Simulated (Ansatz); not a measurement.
Ansatz (a first-principles code) input:

Ansatz 0.2 input:
```yaml
crystal:
  lattice:
    - [6.6364972569, 0.0, 0.0]
    - [0.0, 5.2350307356, 0.0]
    - [-3.6749446533, 0.0, 6.3440444972]
  atoms:
    - { symbol: Sn, position: [0.5, 0.9579908474, 0.25] }
    - { symbol: Sn, position: [0.5, 0.0420091526, 0.75] }
    - { symbol: Zr, position: [0.0, 0.519958902, 0.75] }
    - { symbol: Zr, position: [0.0, 0.480041098, 0.25] }
    - { symbol: F, position: [0.2346950757, 0.8012095493, 0.9160289871] }
    - { symbol: F, position: [0.7653049243, 0.8012095493, 0.5839710129] }
    - { symbol: F, position: [0.7653049243, 0.1987904507, 0.0839710129] }
    - { symbol: F, position: [0.2346950757, 0.1987904507, 0.4160289871] }
    - { symbol: F, position: [0.1087237012, 0.3098852195, 0.0268637625] }
    - { symbol: F, position: [0.8912762988, 0.3098852195, 0.4731362375] }
    - { symbol: F, position: [0.8912762988, 0.6901147805, 0.9731362375] }
    - { symbol: F, position: [0.1087237012, 0.6901147805, 0.5268637625] }
    - { symbol: F, position: [0.3065340402, 0.3310856193, 0.8098578426] }
    - { symbol: F, position: [0.6934659598, 0.3310856193, 0.6901421574] }
    - { symbol: F, position: [0.6934659598, 0.6689143807, 0.1901421574] }
    - { symbol: F, position: [0.3065340402, 0.6689143807, 0.3098578426] }
kpoints:
  mp_grid: { grid: [4, 5, 4] }
  band_path:
    path:
      - [[0.0, 0.0, 0.0], [0.0, 0.5, 0.0], [0.0, 0.5, 0.5], [0.0, 0.0, 0.5], [0.0, 0.0, 0.0], [-0.5, 0.0, 0.5], [-0.5, 0.5, 0.5], [0.0, 0.5, 0.0], [-0.5, 0.5, 0.0], [-0.5, 0.0, 0.0], [0.0, 0.0, 0.0]]  # Γ-Z-D-B-Γ-A-E-Z-C_2-Y_2-Γ
      - [VBM, CBM]
    npoints: 7
hamiltonian:
  xc: r2scan
  dispersion: d4
  pseudopotentials: { kind: paw }
magnetization: { noncollinear: true, spin_orbit: true }
scf:
  n_extra_bands: 32
  convergence: { dr2_threshold: 0.0000000001 }
  occupations: { method: gaussian, width: 0.01 }
checkpoint: { write: soc.run }
output: { eigenvalues: true }
```

Output (shortened):

```
Pseudopotential: Sn, paw_fr, valence charge 14
Pseudopotential: Zr, paw_fr, valence charge 12
Pseudopotential: F, paw_fr, valence charge 7
Functional definition: r2SCAN
non-collinear run that drives no moment, with spin-orbit …
Crystal: 16 atoms, lattice volume = 220.406 Å³
Basis set: ecut = 500 eV, 5593 PW (Γ), exchange–correlation on 200×160×216 points (64 copies of the dense FFT grid, shifted against one another)
Bands: 168, of which v1, the nominal top of the filled ones, is band 136 counted from 1 (135 counted from 0)
Symmetry: 4 space group operations + 4 with time reversal
k-points: 30 of 80
Projection manifold: j_resolved (fully-relativistic pseudo-atomic orbitals)
SCF iter   1: F=—  HF=-30177.998457 eV  |F-HF|=—  |Δ(HF+E_count)|=         —  Δρ=8.10e-2  dr2=1.33e1  dr2_τ=1.12e-1  dr2_m=0.00e0 (ungated)  ethr=3.10e-3  |M|=0.00e0 ∫|m|=0.00e0 μB  |m|>n=0.0e0 m-floor=0.0e0 τ_xc=0.0e0  β_m=0.30  ⟨swp⟩=5.3  Hψ=10683  notcnv=0  defer=116
preconditioner: auto → Resta (q_TF=auto, 2.517 Å⁻¹)
spin=Noncollinear: Resta preconditioning applied to the charge; magnetization (m_x, m_y, m_z) channels mix plain (no charge-response kernel on spin).
SCF iter   2: F=—  HF=-30175.343026 eV  |F-HF|=—  |Δ(HF+E_count)|=    2.66e0  Δρ=4.18e-2  dr2=4.21e0  dr2_τ=5.23e-2  dr2_m=0.00e0 (ungated)  ethr=3.10e-3  |M|=0.00e0 ∫|m|=0.00e0 μB  |m|>n=0.0e0 m-floor=0.0e0 τ_xc=0.0e0  β_m=0.45  ⟨swp⟩=2.6  Hψ=4822  notcnv=0  defer=790
SCF iter   3: F=—  HF=-30174.429103 eV  |F-HF|=—  |Δ(HF+E_count)|=   9.14e-1  Δρ=1.52e-2  dr2=6.70e-1  dr2_τ=1.09e-2  dr2_m=0.00e0 (ungated)  ethr=3.10e-3  |M|=0.00e0 ∫|m|=0.00e0 μB  |m|>n=0.0e0 m-floor=0.0e0 τ_xc=0.0e0  β_m=0.59  ⟨swp⟩=2.9  Hψ=3709  notcnv=0  defer=790
SCF iter   4: F=—  HF=-30174.340153 eV  |F-HF|=—  |Δ(HF+E_count)|=   8.89e-2  Δρ=4.20e-3  dr2=4.65e-2  dr2_τ=5.14e-4  dr2_m=0.00e0 (ungated)  ethr=4.93e-4  |M|=0.00e0 ∫|m|=0.00e0 μB  |m|>n=0.0e0 m-floor=0.0e0 τ_xc=0.0e0  β_m=0.72  ⟨swp⟩=3.0  Hψ=4513  notcnv=0  defer=790
SCF iter   5: F=—  HF=-30174.337983 eV  |F-HF|=—  |Δ(HF+E_count)|=   2.17e-3  Δρ=1.56e-3  dr2=4.63e-3  dr2_τ=9.09e-5  dr2_m=0.00e0 (ungated)  ethr=3.42e-5  |M|=0.00e0 ∫|m|=0.00e0 μB  |m|>n=0.0e0 m-floor=0.0e0 τ_xc=0.0e0  β_m=0.77  ⟨swp⟩=3.0  Hψ=3347  notcnv=0  defer=790
SCF iter   6: F=—  HF=-30174.338884 eV  |F-HF|=—  |Δ(HF+E_count)|=   9.02e-4  Δρ=8.63e-4  dr2=1.16e-3  dr2_τ=2.73e-5  dr2_m=0.00e0 (ungated)  ethr=3.40e-6  |M|=0.00e0 ∫|m|=0.00e0 μB  |m|>n=0.0e0 m-floor=0.0e0 τ_xc=0.0e0  β_m=0.73  ⟨swp⟩=2.2  Hψ=4017  notcnv=0  defer=790
SCF iter   7: F=—  HF=-30174.339003 eV  |F-HF|=—  |Δ(HF+E_count)|=   1.19e-4  Δρ=1.77e-4  dr2=8.91e-5  dr2_τ=7.72e-7  dr2_m=0.00e0 (ungated)  ethr=8.54e-7  |M|=0.00e0 ∫|m|=0.00e0 μB  |m|>n=0.0e0 m-floor=0.0e0 τ_xc=0.0e0  β_m=0.87  ⟨swp⟩=2.0  Hψ=3936  notcnv=0  defer=790
SCF iter   8: F=—  HF=-30174.339053 eV  |F-HF|=—  |Δ(HF+E_count)|=   5.00e-5  Δρ=4.92e-5  dr2=5.67e-6  dr2_τ=1.44e-7  dr2_m=0.00e0 (ungated)  ethr=6.55e-8  |M|=0.00e0 ∫|m|=0.00e0 μB  |m|>n=0.0e0 m-floor=0.0e0 τ_xc=0.0e0  β_m=0.82  ⟨swp⟩=2.0  Hψ=4084  notcnv=0  defer=790
SCF iter  14: F=-30174.339057 eV  HF=-30174.339057 eV  |F-HF|=1.46e-11  |Δ(HF+E_count)|=  2.91e-11  Δρ=8.28e-8  dr2=1.05e-11  dr2_τ=2.84e-13  dr2_m=0.00e0 (ungated)  ethr=1.00e-12  |M|=0.00e0 ∫|m|=0.00e0 μB  |m|>n=0.0e0 m-floor=0.0e0 τ_xc=0.0e0  ⟨swp⟩=3.0  Hψ=4738  notcnv=0
SCF 1 converged in 14 iterations: F = -30174.339057 eV  dr2 = 1.05e-11
NSCF: frozen V_eff on 80 k-points
NSCF: frozen V_eff on 80 k-points
NSCF: frozen V_eff on 80 k-points
NSCF: frozen V_eff on 14 k-points
NSCF: frozen V_eff on 7 k-points
NSCF: frozen V_eff on 7 k-points
NSCF: frozen V_eff on 7 k-points
NSCF: frozen V_eff on 79 k-points
SCF converged after 14 iterations
Magnetization: |M| = 0.0000 μB,  M = (+0.0000, +0.0000, +0.0000) μB
Absolute magnetization: 0.0000 μB (∫|m|)
  site 0: m = (+0.0000, +0.0000, +0.0000) μB, |m| = 0.0000 μB  (R = 0.89 Å)
  site 1: m = (+0.0000, +0.0000, +0.0000) μB, |m| = 0.0000 μB  (R = 0.89 Å)
  site 2: m = (+0.0000, +0.0000, +0.0000) μB, |m| = 0.0000 μB  (R = 0.84 Å)
  site 3: m = (+0.0000, +0.0000, +0.0000) μB, |m| = 0.0000 μB  (R = 0.84 Å)
  site 4: m = (+0.0000, +0.0000, +0.0000) μB, |m| = 0.0000 μB  (R = 0.84 Å)
  site 5: m = (+0.0000, +0.0000, +0.0000) μB, |m| = 0.0000 μB  (R = 0.84 Å)
  site 6: m = (+0.0000, +0.0000, +0.0000) μB, |m| = 0.0000 μB  (R = 0.84 Å)
  site 7: m = (+0.0000, +0.0000, +0.0000) μB, |m| = 0.0000 μB  (R = 0.84 Å)
  site 8: m = (+0.0000, +0.0000, +0.0000) μB, |m| = 0.0000 μB  (R = 0.86 Å)
  site 9: m = (+0.0000, +0.0000, +0.0000) μB, |m| = 0.0000 μB  (R = 0.86 Å)
  site 10: m = (+0.0000, +0.0000, +0.0000) μB, |m| = 0.0000 μB  (R = 0.86 Å)
  site 11: m = (+0.0000, +0.0000, +0.0000) μB, |m| = 0.0000 μB  (R = 0.86 Å)
  site 12: m = (+0.0000, +0.0000, +0.0000) μB, |m| = 0.0000 μB  (R = 0.87 Å)
  site 13: m = (+0.0000, +0.0000, +0.0000) μB, |m| = 0.0000 μB  (R = 0.87 Å)
  site 14: m = (+0.0000, +0.0000, +0.0000) μB, |m| = 0.0000 μB  (R = 0.87 Å)
  site 15: m = (+0.0000, +0.0000, +0.0000) μB, |m| = 0.0000 μB  (R = 0.87 Å)
Free energy (F): -30174.339057 eV
Harris-Foulkes:  -30174.339057 eV  (|F-HF|=1.46e-11)
Internal energy: -30174.339057 eV  (E = F + TS)
E sigma→0 (E₀):  -30174.339057 eV
Fermi energy:    7.373885 eV
--- Per-component energies (eV) ---
  E_band       = -1086.433219
  E_kinetic    = 3532.274112
  E_local      = -10702.008708  (includes V_loc(G=0)·N_el)
  E_nonlocal   = 954.238535
  E_hartree    = 4359.644809
  E_xc         = -2018.271169
  E_vxc        = -2030.232930  (∫ρ·V_xc dr)
  E_paw        = -16651.192923  (= ΣΔE_a)
  E_vpaw       = -1699.300385  (= ΣTr[D̂ρ^β])
  E_aug_tail   = 0.012563  (compensation charges beyond the density's cutoff)
  E_vtau       = 139.293758  (kinetic-family band-sum trace: ∫τ·v_τ [+ j·A + Jᵃ·Aᵃ] dr)
  E_ewald      = -9649.005782
  E_disp       = -0.813185  (pairwise vdW)
  E_core_change = 0.782691  (= ΣΔE_core)
  E_smearing   =  0.000000  (= −TS)
  E_closure    = 0.000000  (closes the sum)
  Σ components = -30174.339057   (vs F -30174.339057, Δ=0.00e0)
  [band-id]    e_kinetic+e_local+e_nonlocal+2·e_hartree+e_vxc+e_vpaw+e_augmentation_tail+e_vtau = -1086.433436   (vs E_band -1086.433219, Δ=-2.17e-4)
--- Band table (eV; the first three rows and the last of 30) ---
  k-point 0: bands = ["-44.9888", "-44.9888", "-44.9742", "-44.9742", "-23.8627", "-23.8627", "-23.7613", "-23.7613", "-22.4557", "-22.4557", "-22.3854", "-22.3854", "-22.2381", "-22.2381", "-21.9247", "-21.9247", "-18.9104", "-18.9104", "-18.4685", …
  k-point 1: bands = ["-44.9867", "-44.9867", "-44.9763", "-44.9763", "-23.8420", "-23.8420", "-23.7706", "-23.7706", "-22.4163", "-22.4163", "-22.3577", "-22.3577", "-22.2566", "-22.2566", "-22.0238", "-22.0238", "-18.8088", "-18.8088", "-18.5074", …
  k-point 2: bands = ["-44.9815", "-44.9815", "-44.9815", "-44.9815", "-23.8006", "-23.8006", "-23.8006", "-23.8006", "-22.3415", "-22.3415", "-22.3415", "-22.3415", "-22.2101", "-22.2101", "-22.2101", "-22.2101", "-18.6274", "-18.6274", "-18.6274", …
  k-point 29: bands = ["-44.9815", "-44.9815", "-44.9815", "-44.9815", "-23.8013", "-23.8013", "-23.8012", "-23.8012", "-22.3419", "-22.3419", "-22.3415", "-22.3415", "-22.2128", "-22.2128", "-22.2125", "-22.2125", "-18.5742", "-18.5742", "-18.5731", …
```

Cost: about 70 core-minutes (a rough figure) on shared cores.

Space group P2/c. The workflow started from an entry of the Crystallography Open Database (COD, 295 K). Whether it is the stable phase at ambient conditions was not checked. Symmetry was held in the r²SCAN+D4 relaxation; its stability against distortions is not shown here. No spin polarisation was allowed.

Potentials: the later of the program's two PAW sets.

Ansatz is a plane-wave DFT program.
